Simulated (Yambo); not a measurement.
G0W0@LDA for ZnO (wurtzite, space group P6_3mc, No. 186) in Yambo (6×6×4 mesh, 10 Ry block, plasmon pole, screening fixed), without a terminator:

```tsv
bands N in G	gap Γ → Γ (eV)	shift of the valence edge (eV)
55	2.326	-0.436
84	2.375	-0.656
125	2.436	-0.798
```

Extrapolate both columns to infinite N with E(N) = E∞ + A/N, test the form, and compare with the terminator.

From two points, E∞ = (N2 E2 − N1 E1)/(N2 − N1). The two largest N give 2.56 eV for the gap and -1.09 eV for the shift; the two smallest give 2.47 eV and -1.07 eV. For the gap the slopes A are -7.8 and -16 eV: the form isn't reached, and its limit is uncertain. For the shift the slopes A are 35 and 36 eV: the 1/N form holds. With the Bruneval-Gonze terminator and 125 bands the run gives 2.58 eV and -1.03 eV, 0.02 eV and 0.06 eV from the extrapolated values: the terminator too is an estimate of the remainder. Block, mesh and the bands in W are held fixed.

Geometry relaxed with LDA; primitive cell a = 3.1845 Å, b = 3.1845 Å, c = 5.1459 Å, α = 90.00°, β = 90.00°, γ = 120.00°.

A shift is the quasiparticle energy of the state minus its LDA energy.
